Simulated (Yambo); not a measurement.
Yambo run on CsCaF3 (cubic perovskite, space group Pm-3m, No. 221). The wavefunctions come from this Quantum ESPRESSO step (PBEsol, PseudoDojo standard norm-conserving files, scalar-relativistic):

```
&CONTROL
  calculation = 'nscf'
  pseudo_dir = './pseudo'
  outdir = './out'
/
&SYSTEM
  ibrav = 0
  nat = 5
  ntyp = 3
  ecutwfc = 84.0
  ecutrho = 336.0
  occupations = 'fixed'
  force_symmorphic = .true.
  nbnd = 137
/
&ELECTRONS
  conv_thr = 5e-09
  diago_full_acc = .true.
  diago_thr_init = 1e-08
/
ATOMIC_SPECIES
F 18.9984 F.upf
Ca 40.0780 Ca.upf
Cs 132.9055 Cs.upf
CELL_PARAMETERS angstrom
  4.520530000000   0.000000000000   0.000000000000
  0.000000000000   4.520530000000   0.000000000000
  0.000000000000   0.000000000000   4.520530000000
ATOMIC_POSITIONS crystal
F   0.000000000000   0.500000000000   0.500000000000
F   0.500000000000   0.000000000000   0.500000000000
F   0.500000000000   0.500000000000   0.000000000000
Ca   0.500000000000   0.500000000000   0.500000000000
Cs   0.000000000000   0.000000000000   0.000000000000
K_POINTS automatic
4 4 4 0 0 0
```

Yambo input:

```
rim_cut
gw0
dyson
el_el_corr
HF_and_locXC
ppa
em1d
RandQpts= 1000000
RandGvec= 1 Ry
EXXRLvcs= 84 Ry
VXCRLvcs= 336 Ry
Chimod= "HARTREE"
% BndsRnXp
 1 | 136 |
%
NGsBlkXp= 7 Ry
% LongDrXp
 1.0 | 1.0 | 1.0 |
%
PPAPntXp= 27.2114 eV
% GbndRnge
 1 | 136 |
%
GTermKind= "BG"
DysSolver= "n"
ExtendOut
% QPkrange
 1 | 1 | 20 | 21 |
 3 | 3 | 20 | 21 |
 6 | 6 | 20 | 21 |
 10 | 10 | 20 | 21 |
%
```

k points by index: 1 = Γ, 3 = X, 6 = M, 10 = R.

Table of the .qp output:

```
#    K-point    Band    Eo [eV]    E [eV]    E-Eo [eV]    Vxc [eV]    Vnlxc [eV]    Sc|Eo [eV]    Sc|E [eV]    dSc/dw|Eo [eV]    Re(Z)    Im(Z)
#
    1    20    -0.031371    -2.273904    -2.242532    -21.83873    -29.44646    4.826434    5.365207    -6.537161    0.806296    -0.001171
    1    21    6.995040    8.058804    1.063764    -8.999732    -4.583185    -3.215678    -3.352783    -3.506974    0.885834    -0.681460E-3
    3    20    -0.254030    -2.524052    -2.270022    -22.00636    -29.79875    4.971099    5.522371    -6.607815    0.804612    -0.001197
    3    21    8.642500    9.883888    1.241389    -9.988285    -5.521206    -3.053451    -3.225690    -3.775304    0.878163    -0.723300E-3
    6    20    -0.010519    -2.294828    -2.284309    -21.96647    -29.82261    5.010078    5.571827    -6.691272    0.802631    -0.001208
    6    21    8.705354    10.18700    1.481641    -10.73612    -5.831467    -3.214232    -3.423014    -3.834232    0.876496    -0.749337E-3
    10    20    0.000000    -2.273383    -2.273383    -22.00563    -29.86517    5.027042    5.586157    -6.691921    0.802616    -0.001202
    10    21    8.874442    10.13956    1.265115    -9.219514    -4.577166    -3.206633    -3.377234    -3.669237    0.881179    -0.708574E-3
```
(The two width columns are left out.) Convergence of these settings isn't established.

Geometry of the Materials Project entry, not relaxed at this level.

The structure is a Materials Project entry; no match was found in the copy of COD used, and its stability was not checked.
